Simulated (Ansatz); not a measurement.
Relaxed-ion elastic tensor of Sn (diamond, Fd-3m) in GPa (Voigt order), the program Ansatz at the PBEsol level (PAW); density 5.63 g/cm³, 34.99 Å³ per atom.

```tsv
	1	2	3	4	5	6
1	61.7	31.2	31.2	0.0	0.0	0.0
2	31.2	61.7	31.2	0.0	0.0	0.0
3	31.2	31.2	61.7	0.0	0.0	0.0
4	0.0	0.0	0.0	26.7	0.0	0.0
5	0.0	0.0	0.0	0.0	26.7	0.0
6	0.0	0.0	0.0	0.0	0.0	26.7
```

Problem. Is the crystal mechanically stable?

Solution. Yes: the smallest eigenvalue of C is 26.7 GPa.

Problem. Work out the Voigt, Reuss and Hill averages.

Solution. K_V = 41.4, K_R = 41.4, K_H = 41.4; G_V = 22.1, G_R = 20.5, G_H = 21.3 GPa.

Problem. Give Young's modulus, Poisson's ratio, Pugh's ratio and the universal anisotropy index.

Solution. E = 9KG/(3K + G) = 54.5 GPa; ν = 0.28; K/G = 1.94 (ductile by the Pugh limit of 1.75); A_U = 5G_V/G_R + K_V/K_R − 6 = 0.39.

Problem. Estimate the sound speeds and the Debye temperature.

Solution. v_l = √((K + 4G/3)/ρ) = 3520 m/s, v_t = √(G/ρ) = 1940 m/s, mean 2170 m/s; Θ = (h/k)(3n/4πV)^(1/3) v_m = 197 K.

Problem. Give the Zener ratio and Young's modulus along [100], [110] and [111].

Solution. A = 2C44/(C11 − C12) = 1.76; 1/E = S11 − 2(S11 − S12 − S44/2)Γ with Γ = 0, 1/4, 1/3 gives 40.6, 57.0, 65.9 GPa.

Problem. Solve the Christoffel equation for the three sound speeds along [100], [110], [111].

Solution. Eigenvalues of C_ijkl n_j n_l equal ρv². In km/s, slowest first: [100] 2.18, 2.18, 3.31; [110] 1.64, 2.18, 3.60; [111] 1.84, 1.84, 3.70.

This is a known low-temperature phase of the composition, computed here at zero pressure and temperature. The PBEsol relaxation kept the symmetry of its start; of distortions, only those at the zone centre were tested. As this level gives no gap, shear constants depend on the k-mesh and smearing (Fermi–Dirac, 0.1 eV here). Spin–orbit coupling is left out wherever it is not named.

Potentials: the earlier of the program's two PAW sets.
